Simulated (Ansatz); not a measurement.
**Ansatz run, La$_{2}$SbN$_{2}$**

Input file of Ansatz 0.2.0:

```yaml
crystal:
  lattice:
    - [0.0, 4.127659, 0.0]
    - [4.127659, 0.0, 0.0]
    - [2.06383, 2.06383, -6.916811]
  atoms:
    - { symbol: "N", position: [0.25, 0.75, 0.5] }
    - { symbol: "N", position: [0.75, 0.25, 0.5] }
    - { symbol: Sb, position: [0.0, 0.0, 0.0] }
    - { symbol: La, position: [0.344, 0.344, 0.312] }
    - { symbol: La, position: [0.656, 0.656, 0.688] }
  symmetry: { tolerance: 0.0003 }
kpoints:
  mp_grid: { grid: [9, 9, 9], shift: [0, 0, 0] }
  band_path:
    path:
      - [0.0, 0.0, 0.0]
      - [0.5, 0.5, 0.5]
      - [0.5, 0.5, 0.25]
      - [0.0, 0.5, 0.0]
      - [0.0, 0.0, 0.0]
      - [0.0, 0.0, -0.5]
      - [0.0, 0.45548506, -0.27225747]
      - [0.0, 0.54451494, 0.27225747]
      - [0.0, 0.0, 0.0]
      - [0.5, 0.5, 0.5]
      - [0.45548506, 0.54451494, 0.5]
    npoints: 6
magnetization:
  spin_polarized: false
scf:
  occupations: { method: fermi_dirac }
  lower_state_search: "off"
  max_iter: 200
hamiltonian:
  pseudopotentials: { kind: paw }
  xc: r2scan
basis:
  ecutwfc: 500
  fft_grid_basis: typed
output:
  forces: true
  stress: true
  eigenvalues: true
  bader: true
  populations: true
  elf: true
  write_potential: true
  volumetric_format: npy
  dos:
    e_range: [-12, 8]
    de: 0.05
    projected: { site_lists: { La: [La], "N": ["N"], Sb: [Sb] } }
checkpoint:
  read: saved_state
```

The run starts from an earlier solution of this cell. 

Excerpt of what it printed:

```
La: projections on atomic orbitals take those of the free atom [Kr 4d10] 4f0 5s2 5p6 5d1 6s2, of charge +0.00 (hamiltonian.pseudopotentials.projection_atoms); the dataset's partial waves leave at most 1.9e-5 of an orbital's norm unspanned inside its sphere
Pseudopotentials: kind: paw
Pseudopotential: N, paw, valence charge 5, recommended cutoff 500 eV (meta_gga), N.paw.azcp
Pseudopotential: Sb, paw, valence charge 15, recommended cutoff 500 eV (meta_gga), Sb.paw.azcp
Pseudopotential: La, paw, valence charge 11, recommended cutoff 500 eV (meta_gga), La.paw.azcp
Functional definition: r2SCAN
  exchange = r2scan_x(k0 = k0, k1 = k1, a1 = a1)
  correlation = r2scan_c
Crystal: 5 atoms, lattice volume = 117.846 Å³
Basis set: ecut = 500 eV, 3009 PW (Γ), exchange–correlation on 128×128×240 points (64 copies of the dense FFT grid, shifted against one another)
Bands: 29, of which v1, the nominal top of the filled ones, is band 24 counted from 1 (23 counted from 0)
Symmetry: 16 space group operations
Space group: I4/mmm (ITA 139), of the structure as read, at distance tolerance 1.5e-3 Å
k-points: 75 of 729
Initial density: read from a saved state, or passed on in memory by an earlier SCF of this step, an earlier step, the calling program or the single point that the run made first
Functional: x = r2scan, c = r2scan; τ floored in thin density (d = 2e-4 eV/Å³)
SCF iter   1: F=-19802.3387 eV  Δρ=4.59e-3  dr2=1.13e-1  dr2_τ=2.38e-3
SCF iter   2: F=-19802.4219 eV  Δρ=3.66e-3  dr2=1.98e-2  dr2_τ=4.35e-3
SCF iter   3: F=-19802.4296 eV  Δρ=1.01e-3  dr2=6.81e-3  dr2_τ=1.31e-4
SCF iter   4: F=-19802.4335 eV  Δρ=3.84e-4  dr2=9.01e-4  dr2_τ=3.81e-6
SCF iter   5: F=-19802.4340 eV  Δρ=1.49e-4  dr2=6.67e-5  dr2_τ=1.14e-6
SCF iter   6: F=-19802.4340 eV  Δρ=4.65e-5  dr2=6.51e-6  dr2_τ=1.54e-7
SCF iter   7: F=-19802.4340 eV  Δρ=1.03e-5  dr2=2.55e-7  dr2_τ=6.39e-9
SCF iter   8: F=-19802.4340 eV  Δρ=3.20e-6  dr2=1.95e-8  dr2_τ=4.67e-10
Free energy (F): -19802.4340 eV
Harris-Foulkes:  -19802.4340 eV  (|F-HF|=3.09e-9)
Internal energy: -19802.2742 eV  (E = F + TS)
E sigma→0 (E₀):  -19802.3541 eV
Entropy (-TS):   -0.1598 eV (-31.955 meV/atom)
Fermi energy:    8.9868 eV
--- Per-component energies (eV) ---
  E_band       = -262.4465
  E_kinetic    = 844.9013
  E_local      = -2735.4455  (includes V_loc(G=0)·N_el)
  E_nonlocal   = 643.2639
  E_hartree    = 1106.4551
  E_xc         = -509.1508
  E_vxc        = -590.5742  (∫ρ·V_xc dr)
  E_paw        = -15734.3069  (= ΣΔE_a)
  E_vpaw       = -670.8678  (= ΣTr[D̂ρ^β])
  E_aug_tail   = 0.0000  (compensation charges beyond the density's cutoff)
  E_vtau       = 33.3656  (kinetic-family band-sum trace: ∫τ·v_τ [+ j·A + Jᵃ·Aᵃ] dr)
  E_ewald      = -3418.5753
  E_core_change = 0.5839  (= ΣΔE_core)
  E_smearing   = -0.1598  (= −TS)
--- Stress (GPa, compression-positive) ---
       -3.2001       0.0000       0.0000
        0.0000      -3.2001       0.0000
        0.0000       0.0000      -2.2396
  P = ⅓ Tr σ = -2.8799 GPa (-28.799 kbar)
--- Löwdin populations: 5 sites ---
  site symbol       q [e]
     0      N      5.4248
     1      N      5.4248
     2     Sb     15.1959
     3     La     10.4461
     4     La     10.4461
  spilling = 0.0013 (of n_electrons = 47.0000)
```

Origin: a known structure type with other elements, at an estimated volume, so it need not be a known compound. Caveats: many states at the Fermi level without spin polarisation, so a magnetic state may lie lower; atoms or cell far from equilibrium; f levels without a U or exact exchange are poorly placed.
